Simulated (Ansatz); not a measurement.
TiV2O5 in space group Pmmn (No. 59; Pearson symbol oP16), the program Ansatz at the PBE+D3(BJ) level (PAW), all energies at zero smearing, with the estimated change up to a 700 eV cutoff added, with one set of potentials and settings (totals compare only within such a set). Cell of 16 atoms (4 V, 10 O, 2 Ti): -22339.784 eV.

```tsv
element	reference phase	E (eV/atom)
V	Im-3m, 1 atoms in the cell	-2913.1116
O	C2/m, 4 atoms in the cell, spin-polarised	-565.0488
Ti	P6/mmm, 3 atoms in the cell	-2500.3009
```

Formation energy per atom, worked out: (-22339.784 − 4×(-2913.1116) − 10×(-565.0488) − 2×(-2500.3009))/16 = -2.265 eV/atom (-219 kJ per mol of atoms), at 0 K, without zero-point energy or fitted corrections.

A made-up cell: these elements were put on the sites of a structure type; neither database checked (COD, Materials Project) lists it. Its standing as an ambient phase is unchecked. The PBE+D3(BJ) relaxation kept the symmetry of its start; whether a distortion lowers the energy is not shown. Spin order of the final state: ferromagnetic, chosen from 4 collinear starts compared on coarse meshes (ties went to the first, and starts can fall back to one state), not a proven ground state. No Hubbard U is applied. The references are the lowest solids computed at this level, not always the standard phases (solids in place of the gases).

Potentials: the later of the program's two PAW sets.
